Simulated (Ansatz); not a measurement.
MoTe2 built on the 2H-MoS2 prototype, relaxed with r2SCAN+rVV10 in Ansatz. It is hexagonal, P6_3/mmc (No. 194); conventional cell a = 3.542 Å, c = 14.177 Å, 25.67 Å³ an atom. Mo has 6 Te at 2.72 Å; Te has 3 Mo at 2.72 Å.

The axes x, y and z are those of this cell:
```xyz
6
Lattice="3.5421 0.0000 0.0000 -1.7711 3.0676 0.0000 0.0000 0.0000 14.1767" Properties=species:S:1:pos:R:3 pbc="T T T"
Mo    0.0000    2.0451    3.5442
Mo    1.7711    1.0225   10.6325
Te    1.7711    1.0225    5.3387
Te    1.7711    1.0225    1.7496
Te    0.0000    2.0451   12.4271
Te    0.0000    2.0451    8.8380
```

Unstrained: With PBE the valence top lies at Γ and the conduction bottom at Γ–K (0.59 of the way from Γ), 0.772 eV higher; the smallest vertical gap, at K, is 1.002 eV. The r2SCAN gap is indirect, 0.884 eV (Γ to Γ–K (0.59 of the way from Γ)), below the direct gap of 1.084 eV at K. HSE06 gives an indirect gap of 1.186 eV, from Γ to Γ–K (0.59 of the way from Γ); the least direct gap is 1.409 eV at K. The r2SCAN+SOC gap is indirect, 0.870 eV (Γ to Γ–K (0.59 of the way from Γ)), below the direct gap of 1.009 eV at K. Meshes: PBE 12×12×2, r2SCAN 12×12×2, HSE06 6×6×2, r2SCAN+SOC 12×12×2. Strains are changes of length per length. After each strain the atoms were relaxed again with r2SCAN+rVV10 within the symmetry that the strain leaves, so tilts or polar shifts that break it weren't tested; points keep the names that they have in the unstrained zone. Non-magnetic throughout; all numbers are computed.

(1) Apply isotropic +3.0 % on every length. How far does the gap move, against the unstrained cell?

(2) Estimate what isotropic -4.0 % on every length does to the gap.

(3) Estimate what isotropic -1.0 % on every length does to the gap.

(4) Apply isotropic +4.0 % on every length. How far does the gap move, against the unstrained cell?

(5) Estimate what isotropic +1.0 % on every length does to the gap.

(6) Apply isotropic -3.0 % on every length. How far does the gap move, against the unstrained cell?

(7) Estimate what isotropic -2.0 % on every length does to the gap.

(8) Apply isotropic +2.0 % on every length. How far does the gap move, against the unstrained cell?

(9) Order the strained cells by their r2SCAN+SOC gap, smallest first.
A. isotropic +1.0 % on every length
B. isotropic -4.0 % on every length
C. isotropic -3.0 % on every length
D. isotropic +4.0 % on every length
E. isotropic -1.0 % on every length
F. isotropic -2.0 % on every length
G. isotropic +3.0 % on every length
H. isotropic +2.0 % on every length

Answers

(1) PBE: the gap goes from 0.772 to 0.595 eV (-0.177 eV); the edges go from Γ → Γ–K (0.59) to Γ → K. r2SCAN: the gap goes from 0.884 to 0.670 eV (-0.214 eV); the edges go from Γ → Γ–K (0.59) to Γ → K. HSE06: the gap goes from 1.186 to 0.984 eV (-0.202 eV); the edges go from Γ → Γ–K (0.59) to Γ → K. r2SCAN+SOC: the gap goes from 0.870 to 0.640 eV (-0.230 eV); the edges go from Γ → Γ–K (0.59) to Γ → K.

(2) PBE: the gap goes from 0.772 to 0.515 eV (-0.257 eV); the edges go from Γ → Γ–K (0.59) to M → Γ–K (0.59). r2SCAN: the gap goes from 0.884 to 0.679 eV (-0.205 eV); the edges go from Γ → Γ–K (0.59) to K → Γ–K (0.59). HSE06: the gap goes from 1.186 to 0.933 eV (-0.253 eV); the edges go from Γ → Γ–K (0.59) to K → Γ–K (0.59). r2SCAN+SOC: the gap goes from 0.870 to 0.658 eV (-0.212 eV); the edges go from Γ → Γ–K (0.59) to K → Γ–K (0.59).

(3) PBE: the gap goes from 0.772 to 0.741 eV (-0.031 eV). r2SCAN: the gap goes from 0.884 to 0.854 eV (-0.030 eV). HSE06: the gap goes from 1.186 to 1.144 eV (-0.042 eV). r2SCAN+SOC: the gap goes from 0.870 to 0.839 eV (-0.031 eV).

(4) PBE: the gap goes from 0.772 to 0.488 eV (-0.284 eV); the edges go from Γ → Γ–K (0.59) to Γ → K. r2SCAN: the gap goes from 0.884 to 0.559 eV (-0.325 eV); the edges go from Γ → Γ–K (0.59) to Γ → K. HSE06: the gap goes from 1.186 to 0.863 eV (-0.323 eV); the edges go from Γ → Γ–K (0.59) to Γ → K. r2SCAN+SOC: the gap goes from 0.870 to 0.532 eV (-0.338 eV); the edges go from Γ → Γ–K (0.59) to Γ → K.

(5) PBE: the gap goes from 0.772 to 0.799 eV (+0.027 eV). r2SCAN: the gap goes from 0.884 to 0.899 eV (+0.015 eV); the edges go from Γ → Γ–K (0.59) to Γ → K. HSE06: the gap goes from 1.186 to 1.222 eV (+0.036 eV). r2SCAN+SOC: the gap goes from 0.870 to 0.862 eV (-0.008 eV); the edges go from Γ → Γ–K (0.59) to Γ → K.

(6) PBE: the gap goes from 0.772 to 0.629 eV (-0.143 eV); the edges go from Γ → Γ–K (0.59) to Γ–K (0.20) → Γ–K (0.59). r2SCAN: the gap goes from 0.884 to 0.743 eV (-0.141 eV); the edges go from Γ → Γ–K (0.59) to K → Γ–K (0.59). HSE06: the gap goes from 1.186 to 1.006 eV (-0.180 eV); the edges go from Γ → Γ–K (0.59) to K → Γ–K (0.59). r2SCAN+SOC: the gap goes from 0.870 to 0.716 eV (-0.154 eV); the edges go from Γ → Γ–K (0.59) to K → Γ–K (0.59).

(7) PBE: the gap goes from 0.772 to 0.700 eV (-0.072 eV); the edges go from Γ → Γ–K (0.59) to K → Γ–K (0.59). r2SCAN: the gap goes from 0.884 to 0.811 eV (-0.073 eV); the edges go from Γ → Γ–K (0.59) to K → Γ–K (0.59). HSE06: the gap goes from 1.186 to 1.081 eV (-0.105 eV); the edges go from Γ → Γ–K (0.59) to K → Γ–K (0.59). r2SCAN+SOC: the gap goes from 0.870 to 0.777 eV (-0.093 eV); the edges go from Γ → Γ–K (0.59) to K → Γ–K (0.59).

(8) PBE: the gap goes from 0.772 to 0.704 eV (-0.068 eV); the edges go from Γ → Γ–K (0.59) to Γ → (0.331, 0.331, 0). r2SCAN: the gap goes from 0.884 to 0.784 eV (-0.100 eV); the edges go from Γ → Γ–K (0.59) to Γ → (0.331, 0.331, 0). HSE06: the gap goes from 1.186 to 1.106 eV (-0.080 eV); the edges go from Γ → Γ–K (0.59) to Γ → (0.331, 0.331, 0). r2SCAN+SOC: the gap goes from 0.870 to 0.751 eV (-0.119 eV); the edges go from Γ → Γ–K (0.59) to Γ → K.

(9) D (0.53 eV), G (0.64 eV), B (0.66 eV), C (0.72 eV), H (0.75 eV), F (0.78 eV), E (0.84 eV), A (0.86 eV).

Only the levels marked +SOC include spin-orbit coupling.

Where an edge lies off the special points, it is a point of the mesh or the k point where a search put PBE's edge or least direct gap, reused for the other functionals, whose own edges may lie a little apart.

Coordinates of k points refer to the reciprocal vectors of the primitive cell of the runs.

The meshes of the hybrids are coarse, so their gaps aren't converged to the digits shown.
